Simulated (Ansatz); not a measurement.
Data:

SiO2:
```xyz
6
Lattice="4.1945 0.0000 0.0000 0.0000 4.1945 0.0000 0.0000 0.0000 2.6782" Properties=species:S:1:pos:R:3 pbc="T T T"
Si     2.0973     2.0973     1.3391
Si     0.0000     0.0000     0.0000
O      2.9108     2.9108     0.0000
O      1.2837     1.2837     0.0000
O      3.3810     0.8135     1.3391
O      0.8135     3.3810     1.3391
```

This is the PBEsol-relaxed structure. Tensor components refer to the Cartesian frame of this cell.

Q: All from DFT-PBEsol in the program Ansatz with PAW potentials, unless another level is named. Give the Debye temperature from the elastic constants.

A: 1160 K.

Q: What about the elastic constants (relaxed ions, GPa)?

A: C11 = 420, C12 = 196, C13 = 187, C33 = 716, C44 = 239, C66 = 307.

Space group P4_2/mnm (rutile). This is a known high-pressure phase of the composition, computed here at zero pressure and temperature. The PBEsol relaxation kept the symmetry of its start; whether a distortion lowers the energy is not shown.

Potentials: the earlier of the program's two PAW sets. The files were generated under PBE; for other functionals the program regenerates the frozen cores, and for LDA and PBEsol the local potential too.
